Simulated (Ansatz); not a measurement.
SnO₂ (rutile)

```
CELL_PARAMETERS angstrom
      4.82756     0.00000     0.00000
      0.00000     4.82756     0.00000
      0.00000     0.00000     3.23791
ATOMIC_POSITIONS crystal
  Sn 0.00000 0.00000 0.00000
  Sn 0.50000 0.50000 0.50000
  O  0.30660 0.30660 0.00000
  O  0.80660 0.19340 0.50000
  O  0.19340 0.80660 0.50000
  O  0.69340 0.69340 0.00000
```

In each cell atom 5 (O, nearest neighbour Sn at 2.089 Å; its periodic images, 3.2 Å or more away, move with it) moves by s·(0.577, 0.577, 0.577) (along Cartesian [111]), the rest being held.

Calculation: PBE (plane waves to 420 eV, PAW, scalar-relativistic; Ansatz, a quantum-chemistry and plane-wave program). k mesh 6×6×8 (Γ-centred), Fermi-Dirac smearing 0.05 eV. E stands for the smeared free energy. F∥ is the force on the atom along that direction. SnO2 was relaxed with its symmetry unable to fall. The PAW data are Ansatz's earlier set. The zero of ΔE is the undisplaced structure.

Q: What ΔE (meV/cell) and F∥ (eV/Å) does the calculation give at s (Å) = -0.336, -0.252, -0.168, -0.084, 0.084, 0.168, 0.252, 0.420?

A: 
```json
[
 {"s (Å)": "-0.336", "ΔE (meV/cell)": "344", "F∥ (eV/Å)": "2.004"},
 {"s (Å)": "-0.252", "ΔE (meV/cell)": "195", "F∥ (eV/Å)": "1.530"},
 {"s (Å)": "-0.168", "ΔE (meV/cell)": "87", "F∥ (eV/Å)": "1.034"},
 {"s (Å)": "-0.084", "ΔE (meV/cell)": "22", "F∥ (eV/Å)": "0.521"},
 {"s (Å)": "0.084", "ΔE (meV/cell)": "22", "F∥ (eV/Å)": "-0.521"},
 {"s (Å)": "0.168", "ΔE (meV/cell)": "87", "F∥ (eV/Å)": "-1.034"},
 {"s (Å)": "0.252", "ΔE (meV/cell)": "195", "F∥ (eV/Å)": "-1.530"},
 {"s (Å)": "0.420", "ΔE (meV/cell)": "531", "F∥ (eV/Å)": "-2.450"}
]
```

(A displaced cell: forces are minus the slopes of the energy, force constants its curvatures, and phonons follow from these.)
